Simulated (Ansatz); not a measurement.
# V2O5: Coordination and O-17 quadrupole coupling

Cell: a refined structure from the COD, its atoms then relaxed with PBE in this cell.

Space group Pmmn:1 (No. 59); a = 3.5640, b = 11.5120, c = 4.3680 Å.

| site | Wyckoff | site symmetry | x | y | z |
| --- | --- | --- | --- | --- | --- |
| V | 4e | m.. | 0.0000 | 0.8515 | 0.1133 |
| O5 | 4e | m.. | 0.0000 | 0.8550 | 0.4759 |
| O9 | 4e | m.. | 0.0000 | 0.6809 | 0.9947 |
| O13 | 2a | mm2 | 0.0000 | 0.0000 | 0.0017 |

One atom of each set is listed.

Method: Kohn–Sham DFT in Ansatz, PBE, plane waves and PAW, scalar-relativistic, 420 eV cutoff, Γ-centred 7×2×6 k-points, Fermi–Dirac smearing 0.02 eV.

Q(O-17) = -25.58 mb.

(1) Rank these O sites by |C_Q|, smallest first.
A. O5: 1 V at 1.58 Å
B. O9: 3 V at 1.88–2.03 Å
C. O13: 2 V at 1.78 Å, angle 148°

Answers

(1) A (0.746 MHz, η = 0.69), B (3.14 MHz, η = 0.70), C (3.68 MHz, η = 0.00).

At O13 V_zz points along the bisector of its two bonds (within 1°). Like point charges on the first shell alone (each adding as 1/d³) would give another order (O9 < O5 < O13): the covalent part of each bond and the atoms beyond the first shell count as well.
